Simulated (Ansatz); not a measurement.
Input, command and steps of an Ansatz relaxation.

```yaml
crystal:
  lattice:
    - [-3.4135697202, 3.4135697202, 1.9633563922]
    - [3.4135697202, -3.4135697202, 1.9633563922]
    - [3.4135697202, 3.4135697202, -1.9633563922]
  atoms:
    - { symbol: Si, position: [0.1783301945, 0.1783301945, 0.3566603891] }
    - { symbol: Si, position: [0.8216698055, 0.8216698055, 0.6433396109] }
    - { symbol: Si, position: [0.1783301945, 0.8216698055, 0.0] }
    - { symbol: Si, position: [0.8216698055, 0.1783301945, 0.0] }
basis:
  ecutwfc: 420
kpoints:
  mp_grid: { grid: [10, 10, 10] }
hamiltonian:
  xc: lda
scf:
  occupations: { method: gaussian, width: 0.01 }
output:
  forces: true
  stress: true
  eigenvalues: true
relax:
  adjacent_minimum: "off"
  f_tol: 0.01
  max_steps: 30
  cell: { stress_tol: 0.1, fix: [volume] }
```

```bash
ansatz run input.yaml --threads 1 --pin off --max-ram 2560MiB --backend cpu --events-out ev --progress --plain --runs-dir out
```

Theory: Ansatz, DFT LDA, scalar-relativistic, plane waves, PAW.

The volume is held at 1.1 times that of the relaxed cell.

Of 4 frames 3 are shown, positions in Å and forces in eV/Å; the SCF threshold varies from step to step. Steps run on the plane waves of an earlier cell, with a Pulay correction in the pressure. The basis is chosen afresh for the last frame, the zero of the energies, and at times for earlier ones too; energy and pressure step there, also at an unchanged geometry.

```xyz
4
Lattice="-3.4136 3.4136 1.9634 3.4136 -3.4136 1.9634 3.4136 3.4136 -1.9634" Properties=species:S:1:pos:R:3:forces:R:3 pbc="T T T" step=1 free_energy_over_end_meV_per_atom=0.07 pressure_GPa=-6.85
Si    1.2175    1.2175    0.0000   -0.0340   -0.0340    0.0000
Si    2.1961    2.1961    1.9634    0.0340    0.0340    0.0000
Si    2.1961   -2.1961    1.9634    0.0340   -0.0340    0.0000
Si   -2.1961    2.1961    1.9634   -0.0340    0.0340    0.0000
4
Lattice="-3.4189 3.4189 1.9572 3.4189 -3.4189 1.9572 3.4189 3.4189 -1.9572" Properties=species:S:1:pos:R:3:forces:R:3 pbc="T T T" step=2 free_energy_over_end_meV_per_atom=0.05 pressure_GPa=-6.81
Si    1.2165    1.2165    0.0000    0.0094    0.0094    0.0000
Si    2.2024    2.2024    1.9572   -0.0094   -0.0094    0.0000
Si    2.2024   -2.2024    1.9572   -0.0094    0.0094    0.0000
Si   -2.2024    2.2024    1.9572    0.0094   -0.0094    0.0000
4
Lattice="-3.4160 3.4160 1.9606 3.4160 -3.4160 1.9606 3.4160 3.4160 -1.9606" Properties=species:S:1:pos:R:3:forces:R:3 pbc="T T T" step=4 free_energy_over_end_meV_per_atom=0.00 pressure_GPa=-6.83
Si    1.2165    1.2165    0.0000   -0.0014   -0.0014    0.0000
Si    2.1995    2.1995    1.9606    0.0014    0.0014    0.0000
Si    2.1995   -2.1995    1.9606    0.0014   -0.0014    0.0000
Si   -2.1995    2.1995    1.9606   -0.0014    0.0014    0.0000
```

Time: 27 s on 1 thread of Intel(R) Xeon(R) Platinum 8259CL CPU @ 2.50GHz (Skylake/Cascade Lake), on a shared host, peak memory 0.46 GiB.